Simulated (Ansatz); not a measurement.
Several occupations of a zinc blende lattice at one composition, 4 B, 8 Al; 9 P, 3 N. Sites, in fractions of the cell -4.773 -4.773 0.000; 0.000 4.773 4.773; -4.773 4.773 -4.773 Å:

| cell | sites |
| --- | --- |
| all | Al (0.17 0.83 0.33), Al (0.33 0.17 0.67), Al (0.67 0.83 0.33), Al (0.83 0.17 0.67), Al (0.83 0.67 0.67), B (0.67 0.33 0.33), P (0.00 0.50 0.25), P (0.50 0.00 0.25), P (0.50 0.50 0.25), P (0.67 0.83 0.58), P (0.83 0.67 0.92) |
| 1 | Al (0.00 0.00 0.00), Al (0.33 0.67 0.67), Al (0.50 0.00 0.00), B (0.00 0.50 0.00), B (0.17 0.33 0.33), B (0.50 0.50 0.00), N (0.17 0.83 0.58), N (0.33 0.17 0.92), N (0.33 0.67 0.92), P (0.00 0.00 0.25), P (0.17 0.33 0.58), P (0.67 0.33 0.58), P (0.83 0.17 0.92) |
| 2 | Al (0.00 0.50 0.00), Al (0.17 0.33 0.33), Al (0.50 0.50 0.00), B (0.00 0.00 0.00), B (0.33 0.67 0.67), B (0.50 0.00 0.00), N (0.17 0.33 0.58), N (0.33 0.17 0.92), N (0.67 0.33 0.58), P (0.00 0.00 0.25), P (0.17 0.83 0.58), P (0.33 0.67 0.92), P (0.83 0.17 0.92) |
| 3 | Al (0.00 0.00 0.00), Al (0.17 0.33 0.33), Al (0.33 0.67 0.67), B (0.00 0.50 0.00), B (0.50 0.00 0.00), B (0.50 0.50 0.00), N (0.00 0.00 0.25), N (0.67 0.33 0.58), N (0.83 0.17 0.92), P (0.17 0.33 0.58), P (0.17 0.83 0.58), P (0.33 0.17 0.92), P (0.33 0.67 0.92) |

Each was relaxed without symmetry on coarser meshes and computed once more. The calculation used DFT PBEsol, scalar-relativistic, plane waves, PAW (Ansatz).

Cutoff 420 eV; k points 6×6×4 on the computed 24-atom cell (Γ-centred); Gaussian smearing, width 0.02 eV; no spin polarisation.

Warren–Cowley parameters of the first shell of the sublattice with most elements (negative: unlike neighbours preferred):
```
cell Al-B
   1   0.00
   2  -0.25
   3   0.06
```

Question: Which occupation is lowest in energy, and by how much?

Answer: Cell 1.
| cell | E − E(lowest) (meV/atom) | V (Å³/atom) | gap on mesh (eV) |
| --- | --- | --- | --- |
| 1 | 0.0 | 15.16 | 0.42 |
| 3 | 11.0 | 14.93 | 0.36 |
| 2 | 121.1 | 14.63 | 0.20 |

The final mesh leaves forces up to 0.12 eV/Å and stresses up to 1.1 GPa: the relaxation ran on a coarser mesh, so the cell's shape, its bonds and its energy belong partly to that mesh.

Cost: 6 runs of about 16 core-minutes in all (earlier runs that led there not counted), on Intel Xeon Platinum 8488C (Sapphire Rapids) (shared hosts).